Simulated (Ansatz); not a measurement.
## Property card for MgH5W

All numbers below come from Ansatz 0.2.0, DFT PBE, scalar-relativistic, plane waves, PAW.

Cutoff 420 eV; k points 14×14×6 on the computed 7-atom cell (Γ-centred); Gaussian smearing, width 0.10 eV; no spin polarisation.

The structure is relaxed at this level of theory with its symmetry kept, and needn't be the ground state of this composition.

```xyz
7
Lattice="2.8899 0.0000 0.0000 0.0000 2.8899 0.0000 0.0000 0.0000 6.4415" Properties=species:S:1:pos:R:3 pbc="T T T"
Mg    1.4449    1.4449    0.0000
H     0.0000    1.4449    2.0114
H     0.0000    1.4449    4.4300
H     1.4449    0.0000    2.0114
H     1.4449    0.0000    4.4300
H     0.0000    0.0000    0.0000
W     0.0000    0.0000    3.2207
```

| Quantity | Value |
| --- | --- |
| Space group | P4/mmm (No. 123) |
| Volume per atom | 51.9 bohr³ |
| Formation energy from the elements' standard states (uncorrected) | +0.176 eV/atom |
| Kohn–Sham band gap | none (metal) |
| Density of states at the Fermi level | 2.1 states/eV per cell |
| Orbital (Löwdin) character within 0.5 eV of the Fermi level | W 5d 68 %, Mg 3s 19 %, unprojected 4 % |
| Bader charge by site (e) | Mg (1 in the cell) 1.60, H (4 in the cell) -0.47, H (1 in the cell) -0.92, W (1 in the cell) 1.19 |

Spin-orbit coupling is left out, which matters for the bands of heavy elements.

The cell was found from a structure generator's guess, not taken from experiment. Löwdin shares on free-atom orbitals overweight diffuse shells.
